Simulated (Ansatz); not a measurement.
Tc$_{2}$P$_{3}$:
```
Tc2P3
1.0
    6.16895     1.55480     0.00000
   -6.16895     1.55480     0.00000
   -5.02901     0.00000     7.47567
Tc P
4 6
Direct
  0.63366   0.36634   0.85477
  0.36634   0.63366   0.14523
  0.74974   0.25026   0.63652
  0.25026   0.74974   0.36348
  0.90191   0.09809   0.37048
  0.09809   0.90191   0.62952
  0.58962   0.41038   0.32260
  0.41038   0.58962   0.67740
  0.11043   0.88957   0.03964
  0.88957   0.11043   0.96036
```

This is the r²SCAN-relaxed structure.

Problem. All from r²SCAN (plane waves, PAW; program Ansatz), unless another level is named. Give the electronic character.

Solution. metallic (no gap).

Problem. Predict the formation energy from the elements (no fitted shifts).

Solution. -58 kJ/mol-atom.

Problem. Predict the density of states at the Fermi level.

Solution. 0.28 states/eV per atom (mean over ±0.08 eV).

Space group C2/m. The workflow started from a Materials Project entry (that database holds measured and hypothetical structures alike); the Crystallography Open Database copy checked does not list it. Its standing as an ambient phase is unchecked. Symmetry was held in the r²SCAN relaxation; whether a distortion lowers the energy is not shown. No spin polarisation was allowed. The references are the lowest solids computed at this level, not always the standard phases. Spin–orbit coupling is left out wherever it is not named.

Potentials: the later of the program's two PAW sets.
